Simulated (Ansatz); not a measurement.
LaSi$_{2}$Pt$_{2}$ in space group P4/nmm (No. 129; Pearson symbol tP10), DFT-r²SCAN in the program Ansatz with PAW potentials, all energies at zero smearing, with the estimated change up to a 700 eV cutoff added, with one set of potentials and settings (totals compare only within such a set). Cell of 10 atoms (2 La, 4 Si, 4 Pt): -65250.909 eV.

```tsv
element	reference phase	E (eV/atom)
La	P6_3/mmc, 4 atoms in the cell	-6264.8722
Si	Fd-3m, 2 atoms in the cell	-639.0665
Pt	Fm-3m, 1 atoms in the cell	-12538.2501
```

Formation energy per atom, worked out: (-65250.909 − 2×(-6264.8722) − 4×(-639.0665) − 4×(-12538.2501))/10 = -1.190 eV/atom (-115 kJ per mol of atoms), at 0 K, without zero-point energy or fitted corrections.

The first step of the workflow began from a Materials Project structure, measured or hypothetical; the Crystallography Open Database copy checked does not list it. COD files the formula under space group No. 139, so this cell is another polymorph or a model. Its standing as an ambient phase is unchecked. Symmetry was held in the r²SCAN relaxation; whether a distortion lowers the energy is not shown. No spin polarisation was allowed. The references are the lowest solids computed at this level, not always the standard phases. Spin–orbit coupling is left out wherever it is not named.

Potentials: the earlier of the program's two PAW sets.
